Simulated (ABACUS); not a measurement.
Worked example: self-consistent single point of GaSb (F-43m, 2 atoms in the cell; from Materials Project mp-1156, lattice scaled a little) in ABACUS.

Computed with PBE, PseudoDojo 0.5 standard norm-conserving PBE (tails mended) pseudopotentials (plane waves; ABACUS 3.10.1).

```
CELL_PARAMETERS angstrom
      0.00000     3.04283     3.04283
      3.04283     0.00000     3.04283
      3.04283     3.04283     0.00000
ATOMIC_POSITIONS crystal
  Ga 0.00000 0.00000 0.00000
  Sb 0.75000 0.75000 0.75000
```

Reference input (self-consistent single point, DFT, PBE, plane waves, PseudoDojo 0.5 standard norm-conserving PBE (tails mended) pseudopotentials): KPT = Gamma 9 9 9 0 0 0; basis_type = pw; dft_functional = PBE; ecutwfc = 80 Ry; smearing_method = fd; smearing_sigma = 0.00734986 Ry; potentials = PseudoDojo 0.5 standard norm-conserving PBE (tails mended); symmetry = 1; symmetry_prec = 1e-05; ks_solver = cg; scf_nmax = 100; scf_thr = 1.0e-09 Ry. This run's input differs from it in these lines:

```diff
@@ -7,3 +7,3 @@
 dft_functional       PBE
-ecutwfc              80.0
+ecutwfc              140.0
 symmetry             1
```

Output, abridged:

```
 SELF-CONSISTENT
 -------------------------------------------
                                 init_chg = atomic

 PW ALGORITHM --------------- ION=   1  ELEC=   1--------------------------------
 Notice: Threshold on eigenvalues was too large.

 Density error is 0.0268148092532
                          Error Threshold = 7.39363831053e-05
 E_KohnSham     -334.8310913426      -4555.6107098182
 E_Fermi        0.6235553398         8.4839056390

 PW ALGORITHM --------------- ION=   1  ELEC=   2--------------------------------

 Density error is 0.00188630819678
                          Error Threshold = 9.57671759043e-05
   [... lines left out ...]

 Density error is 1.26652355271e-09
                          Error Threshold = 9.11397121235e-11
 E_KohnSham     -334.8328990040      -4555.6353043123
 E_Fermi        0.6398344658         8.7053945111

 PW ALGORITHM --------------- ION=   1  ELEC=  10--------------------------------

 Density error is 6.13376924754e-10
                          Error Threshold = 4.52329840252e-12
 E_KohnSham     -334.8328990043      -4555.6353043170
 E_KS(sigma->0) -334.8328275207      -4555.6343317333
 E_entropy(-TS) -0.0001429671        -0.0019451674
 E_Fermi        0.6398393092         8.7054604092
 charge density convergence is achieved
 final etot is -4555.6353043 eV
 EFERMI = 8.7054604092 eV

 STATE ENERGY(eV) AND OCCUPATIONS    NSPIN == 1
   [... 21 lines left out ...]

 TOTAL-FORCE (eV/Angstrom)
                       Ga1         0.0000000000         0.0000000000         0.0000000000
                       Sb1         0.0000000000         0.0000000000         0.0000000000

 TOTAL-STRESS (KBAR)
        32.7473433262        -0.0000000000         0.0000000000
        -0.0000000000        32.7473433262         0.0000000000
        -0.0000000000         0.0000000000        32.7473433262
 TOTAL-PRESSURE: 32.747343 KBAR

 --------------------------------------------
 !FINAL_ETOT_IS -4555.6353043169683588 eV
 --------------------------------------------
```

The run converged in 10 iterations. Against the reference run the free energy falls by 1.4 meV/atom and the pressure hardly changes (3.21 to 3.27 GPa).

This run is one point of a test of settings, so its values need not be converged; read them against the reference run alone. The structure comes from a collection of computed structures, made at another level of theory; the collection holds predicted forms beside known ones. Its lattice was then scaled.

Cost on one core: about 4 core-minutes (a rough figure).

“Tails mended”: in these copies of the files the far tail of each local potential was reset to the Coulomb form.
